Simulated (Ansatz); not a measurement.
Here is the system:

CaO (CsCl type, space group No. 221), a = b = c = 2.9032 Å, α = β = γ = 90.00°.

This is the r²SCAN-relaxed structure.

Q: All from r²SCAN in the plane-wave PAW code Ansatz, unless another level is named. Give the electron effective mass, band 1 of 2 at the edge.

A: 2.1 along [100], 0.95 along [110], 0.61 along [111] (mₑ).

Q: Give the weight of the valence-edge state by species (Voronoi cells).

A: O 97 %, Ca 3 %.

Q: Predict the valence-band maximum.

A: at M.

Space group Pm-3m (CsCl type). This is a known high-pressure phase of the composition, computed here at zero pressure and temperature. The r²SCAN relaxation kept the symmetry of its start. At this level the phase is mechanically unstable.

Potentials: the earlier of the program's two PAW sets.

Edges and masses are those of Kohn–Sham bands, whose gap is no quasiparticle gap.
